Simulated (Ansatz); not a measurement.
Theory: DFT PBE, scalar-relativistic, plane waves, PAW (Ansatz 0.2.0). Settings: cutoff 420 eV, Γ-centred meshes spaced at most about 0.3 Å⁻¹, and about 0.25 Å⁻¹ or finer for metals (2π included), Gaussian smearing. No spin polarisation in the final relaxations.

All energies are static (0 K, no zero-point motion).

Two relaxed structures of Ta5AlN6:

A.

```yaml
crystal:
  lattice:
    - [5.33266, 0.00000, 0.00000]
    - [-2.66633, 4.61822, 0.00000]
    - [0.00000, 0.00000, 5.77371]
  atoms:
    - { symbol: Ta, position: [0.00000, 0.00000, 0.00000] }
    - { symbol: Ta, position: [0.33333, 0.66667, 0.25332] }
    - { symbol: Ta, position: [0.33333, 0.66667, 0.74668] }
    - { symbol: Ta, position: [0.66667, 0.33333, 0.25332] }
    - { symbol: Ta, position: [0.66667, 0.33333, 0.74668] }
    - { symbol: Al, position: [0.00000, 0.00000, 0.50000] }
    - { symbol: N, position: [0.50000, 0.00000, 0.00000] }
    - { symbol: N, position: [0.50000, 0.00000, 0.50000] }
    - { symbol: N, position: [0.50000, 0.50000, 0.00000] }
    - { symbol: N, position: [0.50000, 0.50000, 0.50000] }
    - { symbol: N, position: [0.00000, 0.50000, 0.00000] }
    - { symbol: N, position: [0.00000, 0.50000, 0.50000] }
```

B.

```yaml
crystal:
  lattice:
    - [3.08878, 0.00000, 0.00000]
    - [0.00000, 3.08878, 0.00000]
    - [0.00000, 0.00000, 13.21987]
  atoms:
    - { symbol: Ta, position: [0.00000, 0.00000, 0.67057] }
    - { symbol: Ta, position: [0.00000, 0.00000, 0.32943] }
    - { symbol: Ta, position: [0.50000, 0.50000, 0.17818] }
    - { symbol: Ta, position: [0.00000, 0.00000, 0.00000] }
    - { symbol: Ta, position: [0.50000, 0.50000, 0.82182] }
    - { symbol: Al, position: [0.50000, 0.50000, 0.50000] }
    - { symbol: N, position: [0.00000, 0.00000, 0.83812] }
    - { symbol: N, position: [0.50000, 0.50000, 0.64844] }
    - { symbol: N, position: [0.00000, 0.00000, 0.50000] }
    - { symbol: N, position: [0.50000, 0.50000, 0.35156] }
    - { symbol: N, position: [0.00000, 0.00000, 0.16188] }
    - { symbol: N, position: [0.50000, 0.50000, 0.00000] }
```

Question: Which would you expect to be lower, and how large is the difference?

Answer: B is lower, by 204 meV/atom. A has space group P6/mmm (No. 191), 11.8 Å³/atom and no gap on its mesh; B has Ta and Al ordered on rock salt sites, space group P4/mmm (No. 123), 10.5 Å³/atom and no gap. Counting N atoms around Al and Ta (those within 1.25 times the shortest such distance or 1.15 times the sum of covalent radii; a plus sign parts nearer from farther groups; the shortest distance is added where it is long for a bond), A has Ta 6, Al 6 from 2.7 Å and B has Ta 6, Al 2+4. The denser one is the lower, and pressure would at first widen the difference. Both come from invented guesses.

These runs have no spin–orbit coupling, which can matter for Ta. Cells relaxed within their symmetry can be saddle points.
